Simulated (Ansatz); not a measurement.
BiF3-type GdBr3

The computed numbers are results of PBEsol, scalar-relativistic (collinear spin) in the plane-wave PAW code Ansatz at 420 eV, Γ-centred 8×8×8 mesh, 0.05 eV Gaussian smearing. The datasets are Ansatz's generated set soft_2.

```
Gd Br
1.0
     0.00000    3.64854    3.64854
     3.64854    0.00000    3.64854
     3.64854    3.64854    0.00000
Gd Br
1 3
Direct
  0.00000 0.00000 0.00000
  0.50000 0.50000 0.50000
  0.25000 0.25000 0.25000
  0.75000 0.75000 0.75000
```

The start was a prototype's sites filled with these elements. The Crystallography Open Database lists the compound in space group C2/m, so this is a trial structure.

Magnetic state: ferromagnetic, site spin moments Gd 6.87 μB.

Cell and atoms are those of this level's equilibrium.

The cell has space group Fm-3m (read at 0.01 Å). In it the stress is -0.07, -0.07, -0.07, 0.00, 0.00, 0.00 GPa and the largest force component 0.000 eV/Å. Each change below starts from this cell, without further relaxation. Stress is in GPa, positive in compression, in the order xx, yy, zz, yz, xz, xy; energies are counted from the cell above.

Task: What happens when atom 3 (Br) is moved by 0.08 Å along z?

Result: The energy changes by 15.4 meV per cell, and the force on it along the shift is -0.385 eV/Å (−F/u = 4.81 eV/Å²). Stress: 0.01, 0.01, 0.01, 0.00, 0.00, 0.63. The gap on the mesh goes from 0.53 eV to 0.46 eV.
```tsv
atom	Fx (eV/Å)	Fy	Fz
Gd1	0.000	0.000	0.067
Br2	0.000	0.000	0.220
Br3	0.000	0.000	-0.385
Br4	0.000	0.000	0.098
```
In a harmonic crystal the energy would rise by −½F·u = ½ × 4.81 × 0.08² eV = 15.4 meV, which matches.

Task: What stress follows from an engineering strain of 1 % in yz, atoms carried along?

Result: -0.05, -0.06, -0.06, -0.39, 0.00, 0.00 GPa; the energy changes by 1.2 meV per cell.
| atom | Fx (eV/Å) | Fy | Fz |
| --- | --- | --- | --- |
| Gd1 | 0.000 | 0.000 | 0.000 |
| Br2 | 0.000 | 0.000 | 0.000 |
| Br3 | 0.048 | 0.000 | 0.000 |
| Br4 | -0.048 | 0.000 | 0.000 |
The change of the stress over the strain gives a clamped-atom stiffness of about 39 GPa for this component.
In a harmonic crystal the energy would rise by V(½Cε² − σ₀ε), with σ₀ the stress of the unstrained cell, = 1.2 meV, which matches.

Semilocal functionals without a U place occupied f levels too high and empty ones too low, so gaps that touch them come out too small. No spin–orbit coupling, a notable omission for heavy elements. The run wasn't fully tested for a lower electronic state. Site moments are of spin, integrated over atomic spheres. Only parallel moments were tried, so the real magnetic order may be another.
